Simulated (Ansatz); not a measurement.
Each is relaxed and computed with plane-wave PAW r²SCAN (Ansatz code). Which is the only metal?
(A) Cu2SiSe3, Cc (Pearson symbol mS24)
(B) CeCu2SiGe, I4mm (Ce on 2a, Si on 2a, Cu on 4b, Ge on 2a)
(C) SiC, zinc blende
(D) GeTePt, P2_13 (Ge on 4a, Te on 4a, Pt on 4a)

B, CeCu2SiGe, I4mm (Ce on 2a, Si on 2a, Cu on 4b, Ge on 2a). CeCu2SiGe: metal; Cu2SiSe3: gap 0.68 eV (direct); SiC: gap 1.71 eV (indirect); GeTePt: gap 0.37 eV (indirect). Caveat: open 4f shells can settle in a state that is not the lowest. Standing as an ambient phase not checked: CeCu2SiGe, I4mm (Ce on 2a, Si on 2a, Cu on 4b, Ge on 2a); Cu2SiSe3, Cc (Pearson symbol mS24); GeTePt, P2_13 (Ge on 4a, Te on 4a, Pt on 4a). Perhaps ordered models of mixed-site phases: Cu2SiSe3, Cc (Pearson symbol mS24). All cells were relaxed under the symmetry of their starts (and spin orders); stability against distortions was not tested throughout. Rows with no word on spin ran without spin polarisation. No Hubbard U is applied. Spin–orbit coupling is left out wherever it is not named.

Potentials: the later of the program's two PAW sets.
